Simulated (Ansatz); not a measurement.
# Equation of state of TiB2

A database entry relaxed whole under r2SCAN (P6/mmm):

```
CELL_PARAMETERS angstrom
3.02490 0.00000 0.00000
-1.51245 2.61964 0.00000
0.00000 0.00000 3.22434
ATOMIC_POSITIONS crystal
Ti 0.00000 0.00000 0.00000
B 0.33333 0.66667 0.50000
B 0.66667 0.33333 0.50000
```

The cell was scaled uniformly, its shape held, and the atoms relaxed at each volume with plane-wave PAW DFT (Ansatz 0.2.0; r2SCAN, 500 eV, 13×13×10 Γ-centred mesh, fermi-dirac occupations of width 0.100 eV; no spin, no spin-orbit coupling). One row is withheld.

```csv
volume (Å³/atom),energy over the lowest (meV/atom),pressure (GPa)
8.006,27.6,18.30
8.176,11.8,11.60
8.346,2.8,5.52
8.517,0.0,0.00
8.687,?,?
8.857,10.6,-9.55
9.028,23.0,-13.68
```

Question: Fit the pressures of the other rows to the third-order Birch-Murnaghan form.

Answer: With f = [(V₀/V)^(2/3) − 1]/2 and P = 3B₀f(1 + 2f)^(5/2)[1 + 3(B₀′ − 4)f/2], least squares gives V₀ = 8.52 Å³ an atom, B₀ = 263 GPa and B₀′ = 3.8; the rows miss the fit by less than 0.01 GPa. The slope of the energies differs from these pressures by 0.05 GPa, since they are taken to zero smearing while pressures follow the free energy.

Question: What does the withheld row hold?

Answer: The fit gives -5.00 GPa at 8.687 Å³; the run gave -5.00 GPa and 2.8 meV an atom.

Caveats: the shape of the cell was held, so B₀ is an upper bound where the axes differ in stiffness; 0 K, fixed nuclei; the symmetry was kept, and this need not be the phase that is stable at 0 K; one mesh for all volumes; pressure is positive in compression.
